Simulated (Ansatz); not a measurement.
Property card for Sc

Sc:
```cif
data_Sc4
_chemical_formula_sum 'Sc4'
_space_group_name_H-M_alt 'Fm-3m'
_space_group_IT_number 225
_space_group_name_Hall '-F 4 2 3'
_cell_length_a 4.65103
_cell_length_b 4.65103
_cell_length_c 4.65103
_cell_angle_alpha 90.000
_cell_angle_beta 90.000
_cell_angle_gamma 90.000
loop_
_atom_site_label
_atom_site_type_symbol
_atom_site_symmetry_multiplicity
_atom_site_Wyckoff_symbol
_atom_site_fract_x
_atom_site_fract_y
_atom_site_fract_z
_atom_site_occupancy
Sc1 Sc 4 a 0.00000 0.00000 0.00000 1
```
(The calculation used a cell of 1 atom; values per cell refer to that cell.)

Space group Fm-3m (No. 225), fcc (Cu type); conventional cell a = b = c = 4.6510 Å, α = β = γ = 90.00°.

Method: r²SCAN (plane waves, PAW; program Ansatz). Structure relaxed to zero pressure with the same functional. Other levels are named where they apply.

### Cell and energy

- Volume per atom: 25.15 Å³
- Density: 2.97 g/cm³

### Electronic structure

* **Electronic character**: metallic (no gap)
* **Density of states at the Fermi level**: 2.1 states/eV per atom (mean over ±0.08 eV)

### Mechanics

- Bulk modulus (Birch–Murnaghan fit): 52.3 GPa
- Pressure derivative B′: 2.7
- Elastic constants (relaxed ions, GPa): C11 = 62.2, C12 = 48.3, C44 = 36.0
- Mechanical stability: stable (all eigenvalues of C positive)
- Hill bulk and shear moduli: 52.9 and 18.9 GPa
- Young's modulus: 50.7 GPa
- Poisson's ratio: 0.34
- Debye temperature from the elastic constants: 288 K

### Phonons

- Dynamical stability on the path: stable (no imaginary branch)
- Zero-point energy: 27.4 meV/atom
- Vibrational entropy at 300 K: 35.3 J/(K·mol of atoms)

The workflow started from a Materials Project entry (that database holds measured and hypothetical structures alike); the Crystallography Open Database files this formula in space group No. 225, but the cells were not matched. It is not the phase usual at ambient conditions (space group No. 194). Symmetry was held in the r²SCAN relaxation. No spin polarisation was allowed. As this level gives no gap, shear constants depend on the k-mesh and smearing (Fermi–Dirac, 0.1 eV here). As this level gives no gap, phonon frequencies hold no LO–TO term and depend on the k-mesh and smearing (Fermi–Dirac, 0.1 eV here).

Potentials: the earlier of the program's two PAW sets.
